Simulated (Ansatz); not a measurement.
CaC2: comparing deformations

These are results of DFT LDA, scalar-relativistic, plane waves, PAW in Ansatz 0.2.0, not measurements. The runs took a 420 eV cutoff, a Γ-centred 10×10×10 mesh and Gaussian smearing (0.05 eV). No spin polarisation. Energies are free energies at this smearing, counted from the undisturbed cell; pressure is positive in compression.

The starting cell (relaxed at this level; it needn't be the usual structure):

```
Ca C
1.0
    -1.87892    1.87892    3.13881
     1.87892   -1.87892    3.13881
     1.87892    1.87892   -3.13881
Ca C
1 2
Direct
  0.00000 0.00000 0.00000
  0.59968 0.59968 0.00000
  0.40032 0.40032 0.00000
```

The cell is strained by ε times a Voigt pattern (xx, yy, zz, yz, xz, xy; engineering shear) with fractional coordinates fixed. τ = (1/V0) dE/dε comes from the stress tensor. Of each scan, only the three points used here are listed.

```
           pattern        ε  τ (GPa)
(0, 0, 1, 0, 0, 0)  -0.0250   -17.64
(0, 0, 1, 0, 0, 0)   0.0000     0.03
(0, 0, 1, 0, 0, 0)   0.0250    14.17
(1, 1, 0, 0, 0, 0)  -0.0250    -8.82
(1, 1, 0, 0, 0, 0)   0.0000     0.00
(1, 1, 0, 0, 0, 0)   0.0250     6.77
```

Q: Which constants do the scans give, and which deformation costs least for the same size of strain tensor?

A: The slope dτ/dε at zero (parabola through three points) is pᵀCp: (0, 0, 1, 0, 0, 0) gives C33 = 636 GPa; (1, 1, 0, 0, 0, 0) gives C11 + C22 + 2 C12 = 312 GPa. The size of the strain tensor, ε:ε, is ε² times 1.0, 2.0. Per unit of it the stiffnesses are 636, 156 GPa, so (1, 1, 0, 0, 0, 0) is the softest of these: at ε:ε = (1 %)² the quadratic term costs 0.72 meV/atom against 2.93 for the stiffest. These are clamped-ion values.

Forces appear on the atoms along this scan, and letting them relax would lower the energy and soften the response.